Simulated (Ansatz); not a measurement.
**SrPtSb: strain energy, fitted**

SrPtSb, P-6m2, a = 4.532 Å, c = 4.546 Å. The structure is a Materials Project entry; whether it is the stable form wasn't checked. Ansatz: r2SCAN, PAW, 500 eV, Γ-centred 12×12×10 mesh on 3 atoms, Gaussian smearing 0.10 eV; no spin polarisation. Series: equal strain along all axes, cell held, atoms fixed by symmetry; x is the strain in per cent. y is the free energy over the unstrained cell, V0 = 26.949 Å³/atom.

```tsv
x (%)	y (meV/atom)
-3.0	59.00
-2.0	25.21
-1.0	6.05
0.0	0.00
1.0	5.64
2.0	?
3.0	47.02
```

Q: Fit y = c2 x² + c3 x³ to the other rows, turn c2 into a modulus, and predict the missing energy.

A: Least squares on the rows shown. y = 5.8868 x² − 0.22124 x³. In eV per unit strain² c2 is 58.87; the stiffness is B for this strain (E = 9/2 B V0 ε², shape held): 2 × 58.87 × 160.2 / (9 × 26.949) = 78 GPa. At x = 2.0 the fit asked for gives 21.78 meV/atom. The run gave 21.70 meV/atom, so the fit is 0.08 meV/atom too high, within twice the rms miss on the fitted rows (0.06 meV/atom).

Spin–orbit coupling is left out, which can shift energies with elements as heavy as these.